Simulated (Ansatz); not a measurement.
Values for one crystal, relaxed and computed with the program Ansatz at the r²SCAN level (PAW); other levels are named.

```yaml
volume_per_atom: 18.95 Å³
electronic_character: metallic (no gap)
Density of states at the Fermi level: 0.38 states/eV per atom (mean over ±0.08 eV)
Pressure derivative B′: 4.1
Bulk modulus (Birch–Murnaghan fit): 141 GPa
Formation energy from the elements (no fitted shifts): -0.74 eV/atom
```

**Question.** Which compound is it?
A. HfB, rock salt
B. Y3GeS2, P-3m1 (Y on 2d, Y on 1b, Ge on 1a, S on 2d)
C. Hf5Ge3, P6_3/mcm (Hf on 4d, Hf on 6g, Ge on 6g)
D. TbAl2Ge2, P-3m1 (Tb on 1a, Al on 2d, Ge on 2d)

**Answer.** C, Hf5Ge3, P6_3/mcm (Hf on 4d, Hf on 6g, Ge on 6g)

The workflow started from a Materials Project entry (that database holds measured and hypothetical structures alike); the Crystallography Open Database copy checked does not list it. Whether it is the stable phase at ambient conditions was not checked. The cell was relaxed with r²SCAN under the symmetry of its start; whether a distortion lowers the energy is not shown. No spin polarisation was allowed. The references are the lowest solids computed at this level, not always the standard phases. Scalar-relativistic: spin–orbit coupling is off unless named, which matters more the heavier the elements.

Potentials: the later of the program's two PAW sets.
